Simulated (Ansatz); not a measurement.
A crystal of cell content C4H12Cl10Nb2Se2 at more than one level of theory

Plane-wave PAW calculations in Ansatz, scalar-relativistic unless spin-orbit coupling is named; Γ-centred meshes, relaxations with the symmetry kept. Pressure is positive in compression. No spin polarisation at the first level.

Plane waves to 420 eV, a k mesh through Γ of 4×4×2 on the computed 30-atom cell and Gaussian smearing (0.02 eV); no spin polarisation.

Structure relaxed with PBE+D3(BJ):

```xyz
30
Lattice="4.0426 -5.9589 0.0000 4.0426 5.9589 0.0000 0.0000 0.0000 10.8393" Properties=species:S:1:pos:R:3 pbc="T T T"
Nb    4.0426    2.4342    2.8468
Nb    4.0426   -2.4342    8.2664
H     6.7657   -1.4405    0.0219
H     1.3194    1.4405    5.4416
H     1.3194   -1.4405    0.0219
H     6.7657    1.4405    5.4416
H     6.6894    0.3442    0.3199
H     1.3957   -0.3442    5.7396
H     1.3957    0.3442    0.3199
H     6.6894   -0.3442    5.7396
H     5.6971   -0.7797    1.3106
H     2.3880    0.7797    6.7303
H     2.3880   -0.7797    1.3106
H     5.6971    0.7797    6.7303
C     6.6358   -0.6515    0.7681
C     1.4493    0.6515    6.1877
C     1.4493   -0.6515    0.7681
C     6.6358    0.6515    6.1877
Se    4.0426    5.1827    2.0744
Se    4.0426   -5.1827    7.4940
Cl    4.0426    0.1969    3.4225
Cl    4.0426   -0.1969    8.8422
Cl    4.0426    3.3248    5.0206
Cl    4.0426   -3.3248   10.4402
Cl    5.7698   -3.2249    2.8092
Cl    2.3153    3.2249    8.2288
Cl    2.3153   -3.2249    2.8092
Cl    5.7698    3.2249    8.2288
Cl    4.0426    2.0852    0.5376
Cl    4.0426   -2.0852    5.9573
```

Q: What changes with r2SCAN (relaxed anew)?

A:
```
     level cell cutoff (eV) k mesh primitive cell V (Å³/atom) P (GPa; residual where relaxed) gap on mesh (eV)
PBE+D3(BJ) relaxed          420   4×4×2  a = 7.20 Å, b = 7.20 Å, c = 10.84 Å, α = 90.00°, β = 90.00°, γ = 111.69°         17.4                             0.00              1.63
    r2SCAN  relaxed          500   4×4×2  a = 7.33 Å, b = 7.33 Å, c = 11.12 Å, α = 90.00°, β = 90.00°, γ = 111.90°         18.5                             0.01              1.95
```

The start is a cell measured at 120 K (doi:10.1039/b916336k), with 17.16 Å³ an atom; a static calculation leaves out thermal expansion, so the difference isn't the functional's error alone.

Cost: 2 runs of about 74 core-minutes in all, on Arm Neoverse N1 (shared hosts).